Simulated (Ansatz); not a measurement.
With DFT-PBE in the program Ansatz with PAW potentials, Ta2N in the anti-CdI2 type structure (P-3m1) relaxes to a = 3.099 Å, c = 4.889 Å. N has 6 nearest neighbours from 2.18 Å (octahedral); Ta has 3 nearest neighbours from 2.18 Å (trigonal pyramidal). Its formation energy from the elements is -0.80 eV/atom, with no fitted shifts.

Electronic character: metallic (no gap).

An equation-of-state fit gives a bulk modulus of 268 GPa.

The cell was relaxed with PBE under the symmetry of its start. No spin polarisation was allowed. The volume moved by 20 % from the start of the relaxation. With an odd number of electrons in the cell and no spin polarisation, the count alone makes it a metal. The references are the lowest solids computed at this level, not always the standard phases (solids in place of the gases). Spin–orbit coupling is left out wherever it is not named.

Potentials: the later of the program's two PAW sets.
